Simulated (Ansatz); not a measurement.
**Harmonic thermodynamics of Ta$_{2}$C**

All numbers below come from DFT LDA, scalar-relativistic, plane waves, PAW in Ansatz. Settings: 420 eV plane-wave cutoff, Γ-centred 18×18×10 mesh, Fermi-Dirac smearing of 0.15 eV. No spin polarisation. Phonons by linear response, acoustic sum rule imposed.

Equilibrium structure at this level:
```cif
data_structure
_symmetry_space_group_name_H-M 'P 1'
_symmetry_Int_Tables_number 1
_cell_length_a 3.0771
_cell_length_b 3.0771
_cell_length_c 4.8882
_cell_angle_alpha 90.000
_cell_angle_beta 90.000
_cell_angle_gamma 120.000
_cell_volume 40.08
loop_
_atom_site_label
_atom_site_type_symbol
_atom_site_fract_x
_atom_site_fract_y
_atom_site_fract_z
_atom_site_occupancy
Ta1 Ta 0.33333 0.66667 0.25308 1
Ta2 Ta 0.66667 0.33333 0.74692 1
C1 C 0.00000 0.00000 0.00000 1
```

In a metal, frequencies and elastic constants depend on the k mesh and the smearing, soft modes and shear constants most. Some empty bands missed the eigensolver's threshold. Spin–orbit coupling is left out, which matters for heavy elements. The q mesh is coarse, so values between its points are rough.

Force constants from linear response on a 3×3×2 q mesh, interpolated to a fine mesh.

Phonon density of states, in bins of 10 cm⁻¹:
bin centre (cm⁻¹), share of modes (%) and a bar:
```
        5        0.0
       15        0.0
       25        0.0
       35        0.1
       45        0.2 #
       55        0.3 #
       65        0.5 #
       75        0.8 ##
       85        1.0 ###
       95        1.2 ####
      105        1.6 #####
      115        2.2 ######
      125        3.5 ##########
      135        6.9 ####################
      145       10.3 ##############################
      155        8.4 #########################
      165        6.4 ###################
      175        4.9 ##############
      185        5.5 ################
      195        3.5 ##########
      205        6.8 ####################
      215        2.5 #######
      225        0.0
      235        0.0
      245        0.0
      255        0.0
      265        0.0
      275        0.0
      285        0.0
      295        0.0
      305        0.0
      315        0.0
      325        0.0
      335        0.0
      345        0.0
      355        0.0
      365        0.0
      375        0.0
      385        0.0
      395        0.0
      405        0.0
      415        0.0
      425        0.0
      435        0.0
      445        0.0
      455        0.0
      465        0.0
      475        0.0
      485        0.0
      495        0.0
      505        0.0
      515        0.0
      525        0.0
      535        0.0
      545        0.0
      555        0.0
      565        0.0
      575        0.0
      585        0.0
      595        0.0
      605        0.0
      615        0.0
      625        0.5 #
      635        6.6 ###################
      645        2.5 #######
      655        1.4 ####
      665        1.0 ###
      675        9.0 ##########################
      685        9.5 ############################
      695        2.9 #########
```

Question: How much zero-point energy does an atom carry?

Answer: 60.8 meV.

Question: How large are the vibrational entropy and heat capacity at 300 K?

Answer: S = 2.86 k_B and C_V = 2.36 k_B per atom, 79 % of the Dulong–Petit value.

Question: Tabulate them against temperature.

Answer:
```csv
T (K),F_vib (meV/atom),S (k_B/atom),C_V (k_B/atom)
100,58.5,0.82,1.33
200,46.2,1.98,1.99
300,25.2,2.86,2.36
400,-2.6,3.57,2.58
500,-35.9,4.16,2.71
600,-74.0,4.66,2.79
700,-116.1,5.09,2.84
800,-161.6,5.48,2.87
900,-210.3,5.82,2.90
1000,-261.8,6.12,2.92
```

Cost: 1 run of about 21 core-minutes, on Intel Xeon 6975P-C (Granite Rapids) (shared hosts).